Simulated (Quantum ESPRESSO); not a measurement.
Band energies of CdClOH

```xyz
8
Lattice="3.6970 0.0000 0.0000 -1.8485 3.2017 0.0000 0.0000 0.0000 10.1849" Properties=species:S:1:pos:R:3 pbc="T T T"
H      0.0000     0.0000     3.2302
H      0.0000     0.0000     8.3227
O      0.0000     0.0000     4.2034
O      0.0000     0.0000     9.2959
Cl     1.8485     1.0672     1.6133
Cl     0.0000     2.1345     6.7057
Cd     1.8485     1.0672     5.0041
Cd     0.0000     2.1345    10.0966
```

PBEsol (Quantum ESPRESSO, PseudoDojo norm-conserving, 102 Ry, scalar-relativistic); path ΓMKΓALHA,LM,KH; energies in eV from the valence-band maximum.

```csv
k (1/Å),point,band 30,band 31,band 32,band 33,band 34,band 35,band 36,band 37
0.00,Γ,-0.62,-0.18,-0.18,0.00,0.00,2.39,4.57,5.91
0.20,,-0.69,-0.36,-0.22,-0.21,-0.01,2.82,4.71,6.21
0.39,,-0.89,-0.77,-0.58,-0.29,-0.02,3.73,5.00,6.78
0.79,,-1.40,-1.25,-0.47,-0.41,-0.04,4.82,5.50,6.40
0.98,M,-1.50,-1.20,-0.43,-0.40,-0.04,4.75,5.53,6.74
1.36,,-1.72,-1.05,-1.03,-0.42,-0.25,5.48,5.84,7.55
1.55,K,-1.57,-1.57,-1.15,-0.30,-0.30,5.85,5.85,7.38
1.93,,-1.22,-0.85,-0.82,-0.49,-0.42,5.39,5.40,7.34
2.11,,-1.09,-0.60,-0.55,-0.48,-0.47,4.62,5.23,7.49
2.49,,-0.69,-0.34,-0.22,-0.17,-0.03,2.79,4.70,6.19
2.68,Γ,-0.62,-0.18,-0.18,0.00,0.00,2.39,4.57,5.91
2.68,A,-0.74,-0.08,-0.08,-0.08,-0.08,3.34,3.34,6.33
2.84,,-0.80,-0.24,-0.24,-0.09,-0.09,3.55,3.55,6.55
3.01,,-0.97,-0.58,-0.58,-0.12,-0.12,4.05,4.05,7.04
3.33,,-1.44,-0.87,-0.87,-0.19,-0.19,4.99,4.99,7.09
3.50,,-1.63,-0.82,-0.82,-0.21,-0.21,5.11,5.11,7.09
3.66,L,-1.70,-0.79,-0.79,-0.21,-0.21,5.11,5.11,7.13
3.85,,-1.85,-0.87,-0.87,-0.26,-0.26,5.30,5.30,7.41
4.04,,-1.94,-1.20,-1.20,-0.24,-0.24,5.67,5.67,7.90
4.23,H,-1.86,-1.44,-1.44,-0.21,-0.21,5.86,5.86,7.99
4.37,,-1.86,-1.33,-1.33,-0.22,-0.22,5.77,5.77,7.93
4.51,,-1.75,-1.14,-1.14,-0.27,-0.27,5.57,5.57,7.69
4.79,,-1.39,-0.78,-0.78,-0.30,-0.30,4.90,4.90,7.47
4.94,,-1.21,-0.63,-0.63,-0.23,-0.23,4.41,4.41,7.35
5.22,,-0.79,-0.20,-0.20,-0.09,-0.09,3.50,3.50,6.50
5.36,A,-0.74,-0.08,-0.08,-0.08,-0.08,3.34,3.34,6.33
5.36,L,-1.70,-0.79,-0.79,-0.21,-0.21,5.11,5.11,7.13
5.67,M,-1.50,-1.20,-0.43,-0.40,-0.04,4.75,5.53,6.74
5.67,K,-1.57,-1.57,-1.15,-0.30,-0.30,5.85,5.85,7.38
5.98,H,-1.86,-1.44,-1.44,-0.21,-0.21,5.86,5.86,7.99
```

The PBEsol gap is direct, 2.39 eV at Γ.

Spin-orbit splittings are left out.

Geometry relaxed with PBE+D3(BJ).
